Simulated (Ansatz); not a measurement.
**RuS$_{2}$, a known structure type with other elements, at an estimated volume**

```
S Ru
1.0
     0.00000    3.23513    0.00000
     3.23513    0.00000    0.00000
     1.61757    1.61757   -5.68193
S Ru
2 1
Direct
  0.34000 0.34000 0.32000
  0.66000 0.66000 0.68000
  0.00000 0.00000 0.00000
```

Single point in Ansatz 0.2.0 with r2SCAN, no spin polarisation. Cutoff 500 eV, PAW datasets, 11×11×11 Γ-centred k mesh, fermi-dirac filling (width 0.0149 eV).

**Contacts.** S–Ru at 2.92 Å: least valence density 0.23 e/Å³ and ELF 0.25 there. S–S at 3.07 Å: least valence density 0.14 e/Å³ and ELF 0.13 there. Ru–Ru at 3.24 Å: least valence density 0.15 e/Å³ and ELF 0.20 there. Both are smooth PAW fields, read partly inside the augmentation spheres.
**Forces.** The largest is on S2 (and as large on other atoms): 3.12 eV/Å, components (0.00, 0.00, -3.12). It makes 52° with the line to a nearest neighbour, Ru3 at 2.92 Å.
**Electronic structure.** It is a metal, with about 3.8 states/eV a cell as the mean within 0.25 eV of the Fermi level, mostly Ru d (67 %) and S p (31 %).
**Formation energy.** 1.07 eV an atom against the elements' usual phases (free molecules for gases, crystals otherwise, with no correction for O₂ or N₂), so at this geometry it isn't bound against them. Relaxing would lower it.

Origin: a known structure type with other elements, at an estimated volume, so it need not be a known compound. Caveats: many states at the Fermi level without spin polarisation, so a magnetic state may lie lower; atoms or cell far from equilibrium.
